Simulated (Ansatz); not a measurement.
Re:
```xyz
4
Lattice="2.7380 0.0000 0.0000 -1.3690 2.3712 0.0000 0.0000 0.0000 8.8241" Properties=species:S:1:pos:R:3 pbc="T T T"
Re     0.0000     0.0000     0.0000
Re     0.0000     0.0000     4.4120
Re     0.0000     1.5808     2.2060
Re     1.3690     0.7904     6.6181
```

Relaxed with LDA.

Task: Which orbitals make up the states near the Fermi level in LDA (plane waves, PAW; program Ansatz)?

Result: Within 0.5 eV of the Fermi level: Re 5d 88 %, Re 6s 5 %, outside the projected shells 6 %. Projections are on Löwdin-orthogonalised atomic valence shells; empty p or d shells of many metals are not among them.

Task: Tabulate the density of states.

Result: States/eV per cell of 4 atoms, in 0.25 eV bins, energy from the Fermi level.

```tsv
E (eV)	total	Re 5d	Re 6s	Re 5p
-7.85	0.45	0.04	0.38	0.01
-7.60	0.52	0.06	0.42	0.02
-7.35	0.62	0.10	0.48	0.02
-7.10	0.78	0.18	0.55	0.02
-6.85	1.65	0.82	0.77	0.03
-6.60	2.65	1.66	0.91	0.04
-6.35	3.07	2.06	0.93	0.04
-6.10	3.41	2.53	0.80	0.04
-5.85	3.34	2.56	0.70	0.04
-5.60	3.67	2.97	0.62	0.05
-5.35	4.61	3.96	0.57	0.05
-5.10	4.01	3.56	0.37	0.05
-4.85	3.84	3.52	0.25	0.05
-4.60	3.29	3.05	0.17	0.05
-4.35	2.90	2.70	0.13	0.04
-4.10	3.44	3.23	0.12	0.05
-3.85	2.88	2.66	0.12	0.05
-3.60	3.80	3.49	0.19	0.06
-3.35	3.88	3.54	0.21	0.05
-3.10	3.68	3.36	0.20	0.04
-2.85	3.99	3.67	0.19	0.04
-2.60	4.40	4.03	0.22	0.05
-2.35	5.84	5.33	0.29	0.07
-2.10	5.07	4.58	0.27	0.05
-1.85	4.05	3.62	0.25	0.04
-1.60	4.12	3.69	0.26	0.03
-1.35	5.71	5.21	0.31	0.04
-1.10	5.33	4.82	0.30	0.03
-0.85	4.90	4.32	0.32	0.03
-0.60	3.92	3.47	0.23	0.02
-0.35	3.66	3.29	0.18	0.02
-0.10	2.86	2.51	0.16	0.02
0.15	2.51	2.17	0.14	0.01
0.40	2.60	2.28	0.12	0.01
0.65	2.63	2.35	0.11	0.01
0.90	2.85	2.61	0.10	0.01
1.15	3.41	3.13	0.09	0.01
1.40	2.84	2.66	0.07	0.01
1.65	2.93	2.75	0.07	0.01
1.90	2.72	2.55	0.07	0.01
2.15	2.35	2.21	0.07	0.00
2.40	2.32	2.18	0.08	0.00
```

Space group P6_3/mmc (dhcp (α-La type)). The workflow started from a Materials Project entry (that database holds measured and hypothetical structures alike). Its sites differ from those of the usual phase in this space group: another stacking or structure type. Symmetry was held in the LDA relaxation; of distortions, only those at the zone centre were tested. No spin polarisation was allowed. Scalar-relativistic: spin–orbit coupling is off unless named, which matters more the heavier the elements.

Potentials: the later of the program's two PAW sets.
